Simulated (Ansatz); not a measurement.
Si2Ru (fluorite or antifluorite type, space group No. 225), LDA (plane waves, PAW; program Ansatz), all energies at zero smearing, with the estimated change up to a 700 eV cutoff added, with one set of potentials and settings (totals compare only within such a set). Cell of 3 atoms (1 Ru, 2 Si): -6976.493 eV.

```tsv
element	reference phase	E (eV/atom)
Ru	P6_3/mmc, 2 atoms in the cell	-5758.2926
Si	Fd-3m, 2 atoms in the cell	-608.6481
```

Formation energy per atom, worked out: (-6976.493 − 1×(-5758.2926) − 2×(-608.6481))/3 = -0.301 eV/atom (-29 kJ per mol of atoms), at 0 K, without zero-point energy or fitted corrections.

Space group Fm-3m (fluorite or antifluorite type). The cell is a constructed one: a structure type filled with these elements; the Crystallography Open Database copy checked does not list it. Whether it is the stable phase at ambient conditions was not checked. The cell was relaxed with LDA under the symmetry of its start; its stability against distortions is not shown here. No spin polarisation was allowed. The references are the lowest solids computed at this level, not always the standard phases.

Potentials: the later of the program's two PAW sets.
